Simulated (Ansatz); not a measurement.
Input:

BP:
Space group F-43m (No. 216); a = 4.5366 Å, b = 4.5366 Å, c = 4.5366 Å, α = 90.00°, β = 90.00°, γ = 90.00°

| atom | site | symmetry | x | y | z |
|---|---|---|---|---|---|
| P | 4c | -43m | 0.2500 | 0.2500 | 0.2500 |
| B | 4a | -43m | 0.0000 | 0.0000 | 0.0000 |
(The calculation used a cell of 2 atoms; values per cell refer to that cell.)

This is the r²SCAN-relaxed structure.

All from r²SCAN in the plane-wave PAW code Ansatz, unless another level is named. Predict the hole effective mass, band 3 of 3 at the edge.

0.24 along [100], 0.15 along [110], 0.12 along [111] (mₑ).

Give the electron effective mass.

0.22, 0.22, 1.3 mₑ (principal values).

And the formation energy from the elements (no fitted shifts)?

-0.48 eV/atom.

And the weight of the valence-edge state by species (Voronoi cells)?

B 55 %, P 45 %.

The r²SCAN relaxation kept the symmetry of its start. The references are the lowest solids computed at this level, not always the standard phases.

Potentials: the later of the program's two PAW sets.

Edges and masses are those of Kohn–Sham bands, whose gap is no quasiparticle gap.
